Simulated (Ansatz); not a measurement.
Relaxed-ion elastic tensor of NbIr (rock salt, Fm-3m) in GPa (Voigt order), DFT-PBEsol in the program Ansatz with PAW potentials; density 13.36 g/cm³, 17.71 Å³ per atom.

|  | 1 | 2 | 3 | 4 | 5 | 6 |
|---|---|---|---|---|---|---|
| 1 | 360 | 149 | 149 | 0.0 | 0.0 | 0.0 |
| 2 | 149 | 360 | 149 | 0.0 | 0.0 | 0.0 |
| 3 | 149 | 149 | 360 | 0.0 | 0.0 | 0.0 |
| 4 | 0.0 | 0.0 | 0.0 | -8.7 | 0.0 | 0.0 |
| 5 | 0.0 | 0.0 | 0.0 | 0.0 | -8.7 | 0.0 |
| 6 | 0.0 | 0.0 | 0.0 | 0.0 | 0.0 | -8.7 |

Question: Is the crystal mechanically stable?

Answer: No: the smallest eigenvalue of C is -8.7 GPa.

The start of the workflow was typed in or built on a structure type; neither database checked (COD, Materials Project) lists it. COD files the formula under space group No. 123. Its standing as an ambient phase is unchecked. Symmetry was held in the PBEsol relaxation. At this level the phase is mechanically unstable. The run is not spin-polarised. As this level gives no gap, shear constants depend on the k-mesh and smearing (Fermi–Dirac, 0.1 eV here). Spin–orbit coupling is left out wherever it is not named.

Potentials: the later of the program's two PAW sets.
